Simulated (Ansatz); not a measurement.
Level of theory: DFT, PBEsol, scalar-relativistic, collinear spin; plane waves to 420 eV with PAW datasets (Ansatz 0.2.0), 8×8×8 k-mesh, Gaussian smearing of 0.05 eV. The datasets are Ansatz's generated set soft_2.

The calculation on XTe, where X is one element, gave:

- Space group: F-43m (No. 216)
- Conventional cell: a = 6.234 Å, b = 6.234 Å, c = 6.234 Å, α = 90.00°, β = 90.00°, γ = 90.00°
- Volume: 30.28 Å³/atom
- Band gap: zero (metallic)
- Density of states at the Fermi level: about 2 states/(eV·atom)
- Magnetic state: ferromagnetic (the only order tried)
- Site spin moments: X 1.17 μB
- Spin moment of the cell: 1.97 μB
- Formation energy from the elements (0 K, uncorrected): 1.04 eV/atom (unstable against the elements)

Sites: X on 4a, Te on 4d.

Which element is X?
A. Lu
B. Ta
C. W
D. Re

B. X is Ta, so the compound is TaTe.

The cell came from substitution into a structure type; whether the compound takes it is for experiment to say.

No spin–orbit coupling, a notable omission for heavy elements. The run wasn't fully tested for a lower electronic state. Site moments are of spin, integrated over atomic spheres. Only parallel moments were tried, so the real magnetic order may be another.
